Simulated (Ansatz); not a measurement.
# Zincblende alloy of GaAs and InAs (12 of 32 Ga sites exchanged), 64 atoms

Ansatz, PAW, plane waves. PBEsol relaxation of volume and atoms (shape held) at the single k point (¼, ¼, ¼) without its symmetry partners; single points on the relaxed atoms at the Γ point alone, onto which points of the small cell's zone fold. Arrangement: quasirandom. No spin–orbit coupling unless named.

Relaxed structure:

```yaml
crystal:
  lattice:
    - [11.63881, 0.00000, 0.00000]
    - [0.00000, 11.63881, 0.00000]
    - [0.00000, 0.00000, 11.63881]
  atoms:
    - { symbol: In, position: [0.00088, 0.99514, 0.99692] }
    - { symbol: In, position: [0.25474, 0.25062, 0.00087] }
    - { symbol: In, position: [0.74672, 0.25137, 0.00361] }
    - { symbol: In, position: [0.75130, 0.74917, 0.50438] }
    - { symbol: In, position: [0.25268, 0.50242, 0.25236] }
    - { symbol: In, position: [0.74689, 0.00307, 0.25259] }
    - { symbol: In, position: [0.75043, 0.50458, 0.74969] }
    - { symbol: In, position: [0.00193, 0.25342, 0.25644] }
    - { symbol: In, position: [0.00265, 0.25041, 0.74611] }
    - { symbol: In, position: [0.00274, 0.74951, 0.25111] }
    - { symbol: In, position: [0.49911, 0.24743, 0.74674] }
    - { symbol: In, position: [0.49985, 0.74993, 0.24788] }
    - { symbol: Ga, position: [0.00595, 0.99999, 0.50543] }
    - { symbol: Ga, position: [0.00109, 0.50748, 0.99743] }
    - { symbol: Ga, position: [0.00084, 0.49843, 0.50185] }
    - { symbol: Ga, position: [0.49656, 0.99372, 0.99657] }
    - { symbol: Ga, position: [0.49578, 0.00215, 0.50243] }
    - { symbol: Ga, position: [0.50011, 0.50404, 0.00028] }
    - { symbol: Ga, position: [0.49702, 0.49656, 0.49974] }
    - { symbol: Ga, position: [0.25294, 0.24757, 0.50148] }
    - { symbol: Ga, position: [0.25237, 0.74986, 0.99309] }
    - { symbol: Ga, position: [0.25040, 0.75153, 0.50653] }
    - { symbol: Ga, position: [0.74815, 0.24809, 0.49802] }
    - { symbol: Ga, position: [0.74785, 0.74739, 0.99519] }
    - { symbol: Ga, position: [0.25438, 0.99949, 0.25426] }
    - { symbol: Ga, position: [0.25249, 0.99327, 0.74595] }
    - { symbol: Ga, position: [0.24923, 0.50592, 0.74775] }
    - { symbol: Ga, position: [0.74842, 0.99469, 0.74737] }
    - { symbol: Ga, position: [0.74895, 0.49732, 0.24905] }
    - { symbol: Ga, position: [0.00468, 0.75045, 0.74971] }
    - { symbol: Ga, position: [0.50021, 0.24950, 0.25332] }
    - { symbol: Ga, position: [0.49617, 0.75052, 0.75104] }
    - { symbol: As, position: [0.13027, 0.11872, 0.13301] }
    - { symbol: As, position: [0.13588, 0.11886, 0.62207] }
    - { symbol: As, position: [0.12910, 0.62715, 0.11268] }
    - { symbol: As, position: [0.12273, 0.62625, 0.62435] }
    - { symbol: As, position: [0.60881, 0.12278, 0.12437] }
    - { symbol: As, position: [0.63022, 0.11797, 0.61871] }
    - { symbol: As, position: [0.63090, 0.61972, 0.11907] }
    - { symbol: As, position: [0.60989, 0.62462, 0.62524] }
    - { symbol: As, position: [0.38930, 0.37738, 0.12783] }
    - { symbol: As, position: [0.36761, 0.37912, 0.62086] }
    - { symbol: As, position: [0.36731, 0.87728, 0.11862] }
    - { symbol: As, position: [0.37658, 0.87445, 0.62594] }
    - { symbol: As, position: [0.87898, 0.38689, 0.12430] }
    - { symbol: As, position: [0.87211, 0.37452, 0.61345] }
    - { symbol: As, position: [0.86501, 0.86756, 0.12012] }
    - { symbol: As, position: [0.88458, 0.87873, 0.63219] }
    - { symbol: As, position: [0.37620, 0.12688, 0.37649] }
    - { symbol: As, position: [0.37339, 0.11030, 0.87110] }
    - { symbol: As, position: [0.37550, 0.62809, 0.38853] }
    - { symbol: As, position: [0.37601, 0.62560, 0.87452] }
    - { symbol: As, position: [0.87751, 0.12342, 0.38845] }
    - { symbol: As, position: [0.86687, 0.11970, 0.86762] }
    - { symbol: As, position: [0.87521, 0.61220, 0.37513] }
    - { symbol: As, position: [0.88207, 0.63417, 0.87710] }
    - { symbol: As, position: [0.12944, 0.37614, 0.38981] }
    - { symbol: As, position: [0.12617, 0.38774, 0.87474] }
    - { symbol: As, position: [0.13297, 0.87962, 0.38282] }
    - { symbol: As, position: [0.13275, 0.86850, 0.86628] }
    - { symbol: As, position: [0.62439, 0.37305, 0.37452] }
    - { symbol: As, position: [0.61765, 0.38186, 0.87913] }
    - { symbol: As, position: [0.61748, 0.88070, 0.38362] }
    - { symbol: As, position: [0.62355, 0.87165, 0.87275] }
```

Problem. What are the mean bond lengths by pair (pairs within 1.2 times the sum of covalent radii, less contacts 15 % beyond the pair's median; cation–cation pairs of compounds aside; long ionic contacts are cut short by that bound)?

Solution. As–Ga 2.471 ± 0.021 Å (standard deviation, 80 bonds); As–In 2.606 ± 0.013 Å (standard deviation, 48 bonds).

Problem. What gap lies between the top filled and the lowest empty level in the single points?

Solution. HSE06 0.87 eV (73 s on NVIDIA H100).
